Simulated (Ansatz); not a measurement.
Input file for Ansatz (a first-principles code):

Ansatz 0.2 input:
```yaml
crystal:
  lattice:
    - [1.7456310748, -1.9636390233, 0.0]
    - [1.7456310748, 1.9636390233, 0.0]
    - [0.0, 0.0, 4.0371554104]
  atoms:
    - { symbol: Al, position: [0.0, 0.0, 0.0] }
    - { symbol: V, position: [0.5, 0.5, 0.5] }
kpoints:
  mp_grid: { grid: [16, 16, 10] }
hamiltonian:
  xc: pbesol
  pseudopotentials: { kind: paw }
scf:
  occupations: { method: fermi_dirac, width: 0.1 }
phonons:
  method: dfpt
  response_accuracy: low
  eigenvectors: true
  rigid_motions: translations
```

Output (shortened):

```
Pseudopotential: Al, paw, valence charge 3
Pseudopotential: V, paw, valence charge 13
Functional definition: PBEsol
Crystal: 2 atoms, lattice volume = 27.677 Å³
Basis set: ecut = 420 eV, 535 PW (Γ), exchange–correlation on 36×36×54 points (8 copies of the dense FFT grid, shifted against one another)
Bands: 12, of which v1, the nominal top of the filled ones, is band 8 counted from 1 (7 counted from 0)
Symmetry: 8 space group operations
k-points: 438 of 2560
SCF iter   1: F=—  HF=-3410.277147 eV  |F-HF|=—  |Δ(HF+E_count)|=         —  Δρ=8.02e-3  dr2=9.69e-3  ethr=1.77e-3  ⟨swp⟩=4.0  Hψ=25884  notcnv=0
preconditioner: auto → none
SCF iter   2: F=—  HF=-3410.274763 eV  |F-HF|=—  |Δ(HF+E_count)|=   2.38e-3  Δρ=3.17e-3  dr2=1.57e-3  ethr=6.06e-5  ⟨swp⟩=2.0  Hψ=9656  notcnv=0
SCF iter   3: F=—  HF=-3410.274407 eV  |F-HF|=—  |Δ(HF+E_count)|=   3.55e-4  Δρ=4.40e-4  dr2=2.81e-5  ethr=9.80e-6  ⟨swp⟩=2.8  Hψ=8524  notcnv=0
SCF iter   4: F=—  HF=-3410.274413 eV  |F-HF|=—  |Δ(HF+E_count)|=   5.51e-6  Δρ=1.04e-4  dr2=3.02e-6  ethr=1.76e-7  ⟨swp⟩=2.4  Hψ=7579  notcnv=0
SCF iter   5: F=—  HF=-3410.274405 eV  |F-HF|=—  |Δ(HF+E_count)|=   7.46e-6  Δρ=1.31e-5  dr2=2.25e-8  ethr=1.89e-8  ⟨swp⟩=2.2  Hψ=7389  notcnv=0
SCF iter   6: F=—  HF=-3410.274404 eV  |F-HF|=—  |Δ(HF+E_count)|=   1.16e-6  Δρ=2.68e-6  dr2=7.44e-10  ethr=1.41e-10  ⟨swp⟩=2.4  Hψ=7457  notcnv=0
SCF iter   7: F=-3410.274404 eV  HF=-3410.274404 eV  |F-HF|=9.09e-13  |Δ(HF+E_count)|=  3.88e-10  Δρ=1.79e-7  dr2=5.45e-12  ethr=1.00e-12  ⟨swp⟩=3.5  Hψ=21750  notcnv=0
SCF 1 converged in 7 iterations: F = -3410.274404 eV  dr2 = 5.45e-12
DFPT response loops at Γ: preconditioner auto → Kerker (q_TF=auto, 2.490 Å⁻¹) (partly filled bands, converged f_vac=0.000) …
SCF converged after 7 iterations
Free energy (F): -3410.274404 eV
Harris-Foulkes:  -3410.274404 eV  (|F-HF|=9.09e-13)
Internal energy: -3410.230987 eV  (E = F + TS)
E sigma→0 (E₀):  -3410.252696 eV
Entropy (-TS):   -0.043417 eV (-21.709 meV/atom)
Fermi energy:    12.828979 eV
--- Per-component energies (eV) ---
  E_band       = -171.973534
  E_kinetic    = 361.314855
  E_local      = -1342.385260  (includes V_loc(G=0)·N_el)
  E_nonlocal   = -32.600444
  E_hartree    = 619.395737
  E_xc         = -169.735192
  E_vxc        = -195.080340  (∫ρ·V_xc dr)
  E_paw        = -1541.968802  (= ΣΔE_a)
  E_vpaw       = -202.014021  (= ΣTr[D̂ρ^β])
  E_aug_tail   = 0.000253  (compensation charges beyond the density's cutoff)
  E_ewald      = -1304.420952
  E_core_change = 0.168818  (= ΣΔE_core)
  E_smearing   = -0.043417  (= −TS)
  E_closure    = 0.000000  (closes the sum)
  Σ components = -3410.274404   (vs F -3410.274404, Δ=0.00e0)
  [band-id]    e_kinetic+e_local+e_nonlocal+2·e_hartree+e_vxc+e_vpaw+e_augmentation_tail = -171.973483   (vs E_band -171.973534, Δ=5.08e-5)
--- Band table (eV; the first three rows and the last of 438) ---
  k-point 0: bands = ["-50.9360", "-24.9962", "-24.5841", "-24.5034", "2.8012", "10.0709", "11.2726", "11.5980", "14.1821", "14.5446", "15.3413", "18.1306"]
  k-point 1: bands = ["-50.9359", "-24.9972", "-24.5841", "-24.5034", "2.8930", "9.6758", "11.2824", "11.7531", "14.1627", "14.5277", "15.3438", "18.4601"]
  k-point 2: bands = ["-50.9358", "-24.9999", "-24.5841", "-24.5034", "3.1597", "8.8319", "11.3083", "11.9849", "14.1126", "14.4841", "15.3492", "19.3220"]
  k-point 437: bands = ["-50.7867", "-25.0642", "-25.0003", "-24.8682", "9.6059", "9.6107", "10.8229", "14.0771", "14.4399", "16.1903", "16.4921", "16.8228"]
--- Phonons (Γ-DFPT): 6 representative perturbations + reference, on 438 of 2560 k-points (Σ response iterations 18) ---
  ASR residual: 1.877e-3 → 0.000e0 eV/Å²; symmetrization residual: 1.903e-5 eV/Å²
  ASR residual per site (eV/Å²): 5.34e-5 1.88e-3
  Γ frequencies (cm⁻¹): 0.00 0.00 0.00 214.08 292.57 338.51
  non-analytic LO–TO correction: not included (Born effective charges unavailable; polar crystals: no LO–TO splitting at Γ)
```

Cost: roughly 40 core-seconds on shared cores.

Space group Cmmm. The workflow started from a Materials Project entry (that database holds measured and hypothetical structures alike); the Crystallography Open Database copy checked does not list it. With Al and V taken as one species the cell has the higher symmetry I4/mmm, so it may be an ordered model of a mixed-site phase. Its standing as an ambient phase is unchecked. The cell was relaxed with PBEsol under the symmetry of its start; whether a distortion lowers the energy is not shown. The run is not spin-polarised. As this level gives no gap, phonon frequencies hold no LO–TO term and depend on the k-mesh and smearing (Fermi–Dirac, 0.1 eV here).

Potentials: the later of the program's two PAW sets.

Ansatz is a plane-wave DFT program.
